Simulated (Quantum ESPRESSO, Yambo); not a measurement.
# Levels of theory for the gap of RhAgO$_{2}$

RhAgO2 (space group R-3m, No. 166): one geometry, one set of PBEsol (pw.x of Quantum ESPRESSO, ONCV potentials, without SOC) orbitals, self-energies from Yambo (4×4×4 Γ-centred k mesh, bands 9 to 112 and a 8 Ry block in the screening, 112 bands in G with the Bruneval-Gonze terminator, plasmon pole fitted at 27.2 eV).

Cell and atoms were relaxed with PBEsol from Materials Project entry mp-1018033, within its symmetry.

| level | gap Z → (0.25, -0.5, -0.5) (eV) | direct gap at (0.25, -0.5, -0.5) (eV) | rough Yambo cost |
|---|---|---|---|
| PBEsol (Quantum ESPRESSO) | 0.76 | 0.84 | – |
| exchange only (Hartree-Fock self-energy on PBEsol orbitals) | 8.76 | 9.15 | about 1/7 (10 states) |
| static COHSEX@PBEsol | 1.55 | 1.63 | within a factor of two (3 states) |
| G0W0@PBEsol, plasmon pole | 1.24 | 1.32 | 1 (10 states) |

Bare exchange has no screening and gives the widest gap; static COHSEX screens it but leaves out the frequency dependence, which G0W0 restores. The mesh misses a band edge: along a dense path the PBEsol gap is 0.43 eV against 0.76 eV on the mesh. All rows use the PBEsol edge points; in the exchange only run other k points give a smaller gap, 8.38 eV.

Costs are rough ratios of core time on shared machines.

Convergence of the G0W0 settings was not tested.

Spin-orbit splittings are left out.

The structure is a Materials Project entry; no match was found in the copy of COD used, and its stability was not checked.
